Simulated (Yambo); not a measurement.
Yambo run on GeO₂ (rutile, space group P4_2/mnm, No. 136). The wavefunctions are PBE (stringent potentials; pw.x of Quantum ESPRESSO, ONCV potentials, no spin-orbit coupling) ones on a 4×4×4 mesh (34 occupied bands); a = 4.4234 Å, b = 4.4234 Å, c = 2.8834 Å, α = 90.00°, β = 90.00°, γ = 90.00°.

Yambo input:

```
rim_cut
HF_and_locXC
RandQpts= 1000000
RandGvec= 1 Ry
EXXRLvcs= 124 Ry
VXCRLvcs= 496 Ry
% QPkrange
 1 | 1 | 34 | 35 |
 9 | 9 | 34 | 35 |
 16 | 16 | 34 | 35 |
 18 | 18 | 34 | 35 |
%
```

k points by index: 1 = Γ, 9 = R, 16 = M, 18 = A.

The o-*.hf file then holds:

```
#    K-point    Band    Eo [eV]    Ehf [eV]    Vxc [eV]    Vnlxc [eV]
#
    1    34    0.000000    -5.938639    -20.96891    -26.90755
    1    35    1.675633    5.974018    -18.33709    -14.03871
    9    34    -1.375560    -6.586255    -20.95027    -26.16097
    9    35    6.254686    12.33952    -19.64715    -13.56232
    16    34    -1.470974    -7.838511    -19.71332    -26.08086
    16    35    4.814009    10.35233    -18.76974    -13.23142
    18    34    -1.146029    -7.456618    -20.04718    -26.35777
    18    35    4.562688    9.898649    -17.99695    -12.66099
```
Exchange alone, without screening.

Geometry relaxed with PBEsol.
